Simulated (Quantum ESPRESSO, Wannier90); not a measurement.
## BP (zinc blende), plane waves to Wannier functions

```
begin unit_cell_cart
ang
    0.0000000000    2.2660700000    2.2660700000
    2.2660700000    0.0000000000    2.2660700000
    2.2660700000    2.2660700000    0.0000000000
end unit_cell_cart
begin atoms_frac
B    0.0000000000  0.0000000000  0.0000000000
P   -0.2500000000 -0.2500000000 -0.2500000000
end atoms_frac
```

Materials Project entry mp-1479; symmetrised, unrelaxed at this level. COD (Crystallography Open Database) has an entry of this formula and space group (matched by these alone). Computed values, not measurements, from PBEsol: Quantum ESPRESSO (norm-conserving PseudoDojo potentials, cutoff 61 Ry, no spin polarisation, no spin-orbit coupling) on a Γ-centred 12×12×12 mesh, then Wannier90. Density: 12×12×12 mesh, cold smearing 0.01 Ry.

A tight-binding model is made by disentanglement and projection with no localisation steps (num_iter = 0), so the 8 orbitals stay atom-like: hydrogen-like B: s;p; P: s;p, axes along x, y, z; frozen window up to 2.63 eV relative to the valence-band maximum. It follows pw.x to 15 meV rms for states up to 2.1 eV relative to the valence-band maximum. Matrix elements depend on this choice of orbitals and windows.

**Question.** What are the on-site energies relative to the valence-band maximum, and how fast do the hoppings decay?

**Answer.** 
```tsv
atom	orbitals	energy (eV)
B1	s	-1.81
B1	pz px py	1.71
P2	s	-4.88
P2	pz px py	1.30
```

```csv
distance of the centres (Å),largest modulus (eV)
1–2,2.6
3–4,0.62
4–5,0.15
5–6,0.075
6–7,0.055
7–8,0.017
8–9,0.0061
9–10,0.0072
10–11,0.0032
11–12,0.0031
12–13,0.0028
```
